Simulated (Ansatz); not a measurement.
Relaxed-ion elastic tensor of Ir (hcp (Mg type), P6_3/mmc) in GPa (Voigt order), the program Ansatz at the LDA level (PAW); density 22.96 g/cm³, 13.90 Å³ per atom.

```
     1    2    3    4    5    6
-  ---  ---  ---  ---  ---  ---
1  684  234  274  0.0  0.0  0.0
2  234  684  274  0.0  0.0  0.0
3  274  274  684  0.0  0.0  0.0
4  0.0  0.0  0.0  108  0.0  0.0
5  0.0  0.0  0.0  0.0  108  0.0
6  0.0  0.0  0.0  0.0  0.0  225
```

### Question
Is the crystal mechanically stable?

### Answer
Yes: the smallest eigenvalue of C is 108 GPa.

### Question
Work out the Voigt, Reuss and Hill averages.

### Answer
K_V = 402, K_R = 401, K_H = 401; G_V = 173, G_R = 154, G_H = 163 GPa.

### Question
Give Young's modulus, Poisson's ratio, Pugh's ratio and the universal anisotropy index.

### Answer
E = 9KG/(3K + G) = 431 GPa; ν = 0.32; K/G = 2.46 (ductile by the Pugh limit of 1.75); A_U = 5G_V/G_R + K_V/K_R − 6 = 0.62.

### Question
Estimate the sound speeds and the Debye temperature.

### Answer
v_l = √((K + 4G/3)/ρ) = 5190 m/s, v_t = √(G/ρ) = 2670 m/s, mean 2990 m/s; Θ = (h/k)(3n/4πV)^(1/3) v_m = 370 K.

### Question
Solve the Christoffel equation for the three sound speeds along x, y, z.

### Answer
Eigenvalues of C_ijkl n_j n_l equal ρv². In km/s, slowest first: x 2.17, 3.13, 5.46; y 2.17, 3.13, 5.46; z 2.17, 2.17, 5.46.

### Question
How much does each axis shrink under pressure?

### Answer
Linear compressibilities β_i = Σ_j S_ij (j = 1 to 3): x 0.86, y 0.86, z 0.77 per TPa.

The first step of the workflow began from a Materials Project structure, measured or hypothetical; the Crystallography Open Database copy checked does not list it. It is not the phase usual at ambient conditions (space group No. 225). The cell was relaxed with LDA under the symmetry of its start; of distortions, only those at the zone centre were tested. No spin polarisation was allowed. As this level gives no gap, shear constants depend on the k-mesh and smearing (Fermi–Dirac, 0.1 eV here). On the denser mesh and wider smearing of the elastic run this cell carries a stress of 0.9 GPa. Scalar-relativistic: spin–orbit coupling is off unless named, which matters more the heavier the elements.

Potentials: the later of the program's two PAW sets.
